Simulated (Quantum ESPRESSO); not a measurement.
# One change at a time to GaHf2Mg3SnY

All numbers below are calculated, not measured. They come from Quantum ESPRESSO 7.5, a public plane-wave density functional program. Each row is one single-point run on a made-up periodic cell of eight metal atoms, with elements, volume, strain and displacements drawn at random and not relaxed, so a cell may be unstable or far from any real phase. There is no spin polarisation or spin-orbit coupling.

Settings: PBE unless stated; PseudoDojo standard norm-conserving files; Fermi-Dirac width 0.25 eV, which means electrons at about 2900 K; cutoff 1143 eV; 7 x 5 x 2 k mesh shifted half a step off Gamma. E is the free energy of the whole cell (internal energy minus TS), so a -TS column is already part of it. Stress is positive in tension, and the pressure P is minus a third of its trace.

Checks: one run of this series was repeated at a higher cutoff and on a denser mesh, which moved values by no more than 0.011 eV, 0.17 GPa and 0.020 eV/Å, and a second program with other atomic files agreed on it to 2 % rms in force and 0.5 GPa in pressure. Known limits: the tin pseudopotential is less sure than most, with forces differing by about three percent from a second method on plain tin; heavy elements are run without spin-orbit coupling, which real alloys of them have; a spin test at this wide smearing found no moment, but such smearing suppresses magnetism that the real alloy may have.

The lattice is hexagonal close-packed, and the cell vectors in Å are (-3.164, 0.000, 0.000); (0.000, 0.000, -4.965); (0.000, -10.959, 0.000), a volume of 172.14 Å³ in run 1. The elements on sites 1 to 8 are Sn Hf Mg Hf Mg Ga Y Mg. Each later run makes one change to run 1 and keeps the rest. E is counted from run 1, and is n/a where other atomic files have another zero of energy.

| run | change | V (Å³) | P (GPa) | -TS (eV) | rms force (eV/Å) | largest change of a force component (eV/Å) | E (eV) |
|---|---|---|---|---|---|---|---|
| 1 | none | 172.14 | 4.23 | -1.215 | 0.500 | 0.000 | 0.000 |
| 2 | sites 1 and 8 exchanged | 172.14 | 4.77 | -1.300 | 0.538 | 0.922 | 0.489 |
| 3 | all lengths scaled by +1.27 % | 178.79 | 1.48 | -1.253 | 0.471 | 0.110 | -0.117 |
| 4 | PBEsol in place of PBE | 172.14 | 1.63 | -1.221 | 0.499 | 0.130 | n/a |
| 5 | In on site 1 | 172.14 | 4.37 | -1.252 | 0.513 | 0.089 | n/a |
| 6 | site 3 moved by -0.14 Å along y | 172.14 | 4.07 | -1.207 | 0.437 | 0.747 | ? |

## Worked estimate

Along the move dE = -F dx. The force on site 3 along y is -1.094 eV/Å in run 1 and -0.347 eV/Å in run 6, and the move is -0.14 Å, so the mean force times the move gives an estimate.

## Withheld value

Question: what E should run 6 give?

The estimate is -0.101 eV. The calculation gave -0.101 eV.
